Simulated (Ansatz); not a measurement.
An Ansatz input and the part of its output that reports the observables at the nuclei.

The cell is a measured structure from the Crystallography Open Database (COD) whose atoms were relaxed with PBE, the cell held.

```yaml
crystal:
  lattice:
    - [0.0, 6.0055, 7.8355]
    - [4.213, 0.0, 7.8355]
    - [4.213, 6.0055, 0.0]
  atoms:
    - { symbol: K, position: [0.1491205744, 0.8508794256, 0.1491205744] }
    - { symbol: K, position: [0.8508794256, 0.1491205744, 0.8508794256] }
    - { symbol: K, position: [0.1008794256, 0.3991205744, 0.1008794256] }
    - { symbol: K, position: [0.3991205744, 0.1008794256, 0.3991205744] }
    - { symbol: C, position: [0.8445998618, 0.8445998618, 0.6554001382] }
    - { symbol: C, position: [0.6554001382, 0.6554001382, 0.8445998618] }
    - { symbol: C, position: [0.4054001382, 0.4054001382, 0.5945998618] }
    - { symbol: C, position: [0.5945998618, 0.5945998618, 0.4054001382] }
    - { symbol: C, position: [0.9433620358, 0.6508433735, 0.5456451398] }
    - { symbol: C, position: [0.6508433735, 0.9433620358, 0.8601494509] }
    - { symbol: C, position: [0.8601494509, 0.5456451398, 0.6508433735] }
    - { symbol: C, position: [0.5456451398, 0.8601494509, 0.9433620358] }
    - { symbol: C, position: [0.3066379642, 0.5991566265, 0.7043548602] }
    - { symbol: C, position: [0.5991566265, 0.3066379642, 0.3898505491] }
    - { symbol: C, position: [0.3898505491, 0.7043548602, 0.5991566265] }
    - { symbol: C, position: [0.7043548602, 0.3898505491, 0.3066379642] }
    - { symbol: O, position: [0.9241934325, 0.9241934325, 0.5758065675] }
    - { symbol: O, position: [0.5758065675, 0.5758065675, 0.9241934325] }
    - { symbol: O, position: [0.3258065675, 0.3258065675, 0.6741934325] }
    - { symbol: O, position: [0.6741934325, 0.6741934325, 0.3258065675] }
    - { symbol: O, position: [0.1014087304, 0.5709327188, 0.3685583515] }
    - { symbol: O, position: [0.5709327188, 0.1014087304, 0.9591001993] }
    - { symbol: O, position: [0.9591001993, 0.3685583515, 0.5709327188] }
    - { symbol: O, position: [0.3685583515, 0.9591001993, 0.1014087304] }
    - { symbol: O, position: [0.1485912696, 0.6790672812, 0.8814416485] }
    - { symbol: O, position: [0.6790672812, 0.1485912696, 0.2908998007] }
    - { symbol: O, position: [0.2908998007, 0.8814416485, 0.6790672812] }
    - { symbol: O, position: [0.8814416485, 0.2908998007, 0.1485912696] }
kpoints:
  mp_grid: { grid: [5, 5, 5] }
scf:
  occupations: { method: fermi_dirac, width: 0.05 }
hamiltonian:
  xc: r2scan
  pseudopotentials: { kind: paw }
output:
  forces: true
  stress: true
  populations: true
  efg:
    quadrupole_moments_barn: { K: 0.0603, O: -0.02558 }
    contact_densities: true
```

```sh
ansatz run input.yaml --threads 2 --pin off --max-ram 5120MiB --backend cpu --events-out ev --progress --plain --runs-dir out
```

Of the output, the block on the nuclei alone is shown; the set-up, the SCF iterations, energies, forces and stress are cut. One atom of each set with nearly equal values is shown.

```
--- PAW observables at the nuclei: V_zz in 10²¹ V/m², potentials from the cell's mean, atoms counted from 1 ---
  atom   1  K  V_zz =    -1.330132   η = 0.8604   by run symmetry: allowed   C_q = -1.9394 MHz
            electrostatic potential = -2063.189903 V   contact ρ = 34722.859991 e/Å³
  atom   5  C  V_zz =    +3.704624   η = 0.3601   by run symmetry: allowed
            electrostatic potential = -407.794077 V   contact ρ = 865.719539 e/Å³
  atom   9  C  V_zz =    +3.789643   η = 0.3627   by run symmetry: allowed
            electrostatic potential = -407.786567 V   contact ρ = 865.746922 e/Å³
  atom  17  O  V_zz =   -16.946693   η = 0.0082   by run symmetry: allowed   C_q = +10.4819 MHz
            electrostatic potential = -617.387189 V   contact ρ = 2152.909779 e/Å³
  atom  21  O  V_zz =   -16.824906   η = 0.0189   by run symmetry: allowed   C_q = +10.4066 MHz
            electrostatic potential = -617.354333 V   contact ρ = 2152.954354 e/Å³
```

The run took 2.6 min of wall time (5.2 min of CPU time) and 2.5 GiB at its peak, on 2 threads of Arm Neoverse V1 (aarch64; 28 cores open to the job, memory cap 5.0 GiB, no GPU), a shared host with a load of 0.9 a core.

The largest force is 0.6 eV/Å, so the atoms aren't at the calculated equilibrium and relaxing them would move these values.
